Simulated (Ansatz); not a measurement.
Relaxed-ion elastic tensor of Si2Rh3 (La2O3 or Ni2Al3 type, P-3m1) in GPa (Voigt order), PBEsol (plane waves, PAW; program Ansatz); density 8.87 g/cm³, 13.66 Å³ per atom.

```csv
,1,2,3,4,5,6
1,374,165,175,27.4,0.0,0.0
2,165,374,175,-27.4,0.0,0.0
3,175,175,290,0.0,0.0,0.0
4,27.4,-27.4,0.0,120,0.0,0.0
5,0.0,0.0,0.0,0.0,120,27.4
6,0.0,0.0,0.0,0.0,27.4,105
```

### Question
Is the crystal mechanically stable?

### Answer
Yes: the smallest eigenvalue of C is 83.6 GPa.

### Question
Work out the Voigt, Reuss and Hill averages.

### Answer
K_V = 230, K_R = 227, K_H = 228; G_V = 104, G_R = 95.0, G_H = 99.3 GPa.

### Question
Give Young's modulus, Poisson's ratio, Pugh's ratio and the universal anisotropy index.

### Answer
E = 9KG/(3K + G) = 260 GPa; ν = 0.31; K/G = 2.30 (ductile by the Pugh limit of 1.75); A_U = 5G_V/G_R + K_V/K_R − 6 = 0.47.

### Question
Estimate the sound speeds and the Debye temperature.

### Answer
v_l = √((K + 4G/3)/ρ) = 6380 m/s, v_t = √(G/ρ) = 3350 m/s, mean 3740 m/s; Θ = (h/k)(3n/4πV)^(1/3) v_m = 466 K.

### Question
Solve the Christoffel equation for the three sound speeds along x, y, z.

### Answer
Eigenvalues of C_ijkl n_j n_l equal ρv². In km/s, slowest first: x 3.07, 3.98, 6.49; y 3.43, 3.63, 6.52; z 3.67, 3.67, 5.72.

### Question
How much does each axis shrink under pressure?

### Answer
Linear compressibilities β_i = Σ_j S_ij (j = 1 to 3): x 1.2, y 1.2, z 2.0 per TPa.

The workflow started from a Materials Project entry (that database holds measured and hypothetical structures alike); the Crystallography Open Database copy checked does not list it. Its standing as an ambient phase is unchecked. The cell was relaxed with PBEsol under the symmetry of its start; its stability against distortions is not shown here. The run is not spin-polarised. As this level gives no gap, shear constants depend on the k-mesh and smearing (Fermi–Dirac, 0.1 eV here).

Potentials: the later of the program's two PAW sets.
